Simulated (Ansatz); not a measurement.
# Where the states of SiPb lie

```yaml
crystal:
  lattice:
    - [0.00000, 2.93077, 2.93077]
    - [2.93077, 0.00000, 2.93077]
    - [2.93077, 2.93077, 0.00000]
  atoms:
    - { symbol: Pb, position: [0.00000, 0.00000, 0.00000] }
    - { symbol: Si, position: [0.50000, 0.50000, 0.50000] }
```

The structure comes from a relaxation in the same program, started in the rocksalt type, and has space group Fm-3m. Whether it is a known phase or the ground state wasn't checked.

No spin–orbit coupling, which matters for the heavy atoms here.

Level of theory: Ansatz 0.2.0, DFT, PBE, all-electron LAPW, scalar-relativistic.

Settings: a Γ-centred 13×13×13 k mesh, Fermi–Dirac smearing of 0.05 eV, basis error target 0.25 meV/atom, no spin polarisation.

States per eV and cell, averaged over 0.6 eV, from -9.4 to 1.8 eV, with energies (bin centres) from the Fermi level; empty bins are left out. 

| E (eV) | total |
| --- | --- |
| -9.2 | 0.73 |
| -8.6 | 1.04 |
| -8.0 | 0.30 |
| -7.4 | 0.43 |
| -6.8 | 0.93 |
| -6.2 | 0.64 |
| -5.6 | 0.51 |
| -5.0 | 0.36 |
| -4.4 | 0.39 |
| -3.8 | 0.57 |
| -3.2 | 0.68 |
| -2.6 | 0.89 |
| -2.0 | 1.20 |
| -1.4 | 1.19 |
| -0.8 | 1.18 |
| -0.2 | 1.18 |
| 0.4 | 1.16 |
| 1.0 | 1.09 |
| 1.6 | 0.83 |
